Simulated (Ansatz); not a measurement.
VBiO₄:
```
CELL_PARAMETERS angstrom
     -3.65169     3.65169     3.22076
      3.65169    -3.65169     3.22076
      3.65169     3.65169    -3.22076
ATOMIC_POSITIONS crystal
  V  0.25000 0.75000 0.50000
  V  0.50000 0.50000 0.00000
  Bi 0.00000 0.00000 0.00000
  Bi 0.75000 0.25000 0.50000
  O  0.66910 0.48804 0.81894
  O  0.23804 0.91910 0.31894
  O  0.66910 0.85015 0.18106
  O  0.60015 0.91910 0.68106
  O  0.08090 0.39985 0.31894
  O  0.51196 0.33090 0.18106
  O  0.08090 0.76196 0.68106
  O  0.14985 0.33090 0.81894
```

Relaxed with r²SCAN.

Task: Map the electron localisation function on the plane through (0.250, 0.750, 0.500) spanned by u = [1, 1, 0] and v = [1, 0, 1] in lattice vectors, from the program Ansatz at the r²SCAN level (PAW).

Result: x is the fraction of u, y of v (the angle between them is 90°; rows are the nearest grid lines); atoms in the plane: V at (0.00, 0.00), V at (0.75, 0.50), Bi at (0.25, 0.50), Bi at (0.50, 0.00), O at (0.17, 0.82), O at (0.17, 0.18), O at (0.58, 0.68), O at (0.58, 0.32).
```
|789720000024531191135420000027987|
|987323653113553111355410000015999|
|763358987412455434554310000003787|
|137987799951134443321100000000001|
|379974489962111221111100000000013|
|689987799962001368999864100000026|
|257999998520015999889998520000002|
|024677764200027998547998620000000|
|000011223332126998658985100000000|
|000123445554214899989852111000000|
|001355422245521257763257898410000|
|002453115113542001102698889720000|
|002453115113542001102698889720000|
|001355422245521257763257898410000|
|000123445554214899989852110000000|
|000011223332126998658985100000000|
|024677764200027998547998620000000|
|257999998520015999889998520000002|
|689987799962001368999864100000026|
|379974489962111221111100000000013|
|137987799951134443321100000000001|
|763358987412455434554310000003787|
|987323653113553111355410000015999|
|789720000024531191135420000027987|
```
Scale: ten equal steps from 0.015 (start of '0') to 0.828 (end of '9'), in the order '0123456789'; x runs from 0.000 to 1.00, y from 0.000 (bottom) to 1.00 (top).

The density is the valence pseudo-density with augmentation charge, so density and ELF within about 1 Å of a nucleus are not all-electron values.

Space group I4_1/amd. The first step of the workflow began from a Materials Project structure, measured or hypothetical; the Crystallography Open Database files this formula in space group No. 141, but the cells were not matched. It is not the phase usual at ambient conditions (space group No. 88). The r²SCAN relaxation kept the symmetry of its start; whether a distortion lowers the energy is not shown. The run is not spin-polarised. No Hubbard U is applied. Spin–orbit coupling is left out wherever it is not named.

Potentials: the later of the program's two PAW sets.
